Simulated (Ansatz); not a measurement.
SiC (zinc blende), relaxed with LDA (Ansatz, an electronic-structure program, plane waves, PAW): a = 4.329 Å, b = 4.329 Å, c = 4.329 Å, α = 90.00°, β = 90.00°, γ = 90.00°.

* **gap (eV)**: 1.30
* **ΔH_f (eV/atom)**: -0.28
* **B₀ by P(V) fit (GPa)**: 229
* **K_Hill (GPa)**: 229
* **G_Hill (GPa)**: 193
* **ε∞**: 6.93
* **ε0**: 10.3
* **highest Γ mode, no LO–TO term (cm⁻¹)**: 797
* **electron conductivity mass (mₑ)**: 0.29
* **Θ_D (K)**: 1160

Q: The same phase is relaxed and computed with PBE in the same code. What are the cell and these values now?

A: a = b = c = 4.3797 Å, α = β = γ = 90.00°.

- gap (eV): 1.37
- ΔH_f (eV/atom): -0.20
- B₀ by P(V) fit (GPa): 212
- K_Hill (GPa): 213
- G_Hill (GPa): 186
- ε∞: 7.01
- ε0: 10.4
- highest Γ mode, no LO–TO term (cm⁻¹): 775
- electron conductivity mass (mₑ): 0.29
- Θ_D (K): 1150

All cells were relaxed under the symmetry of their starts (and spin orders); stability against distortions was not tested throughout.

Potentials: the later of the program's two PAW sets.

Ansatz is a plane-wave DFT program.

Formation energies count from the lowest solids of the elements computed at the same level, not from gases.
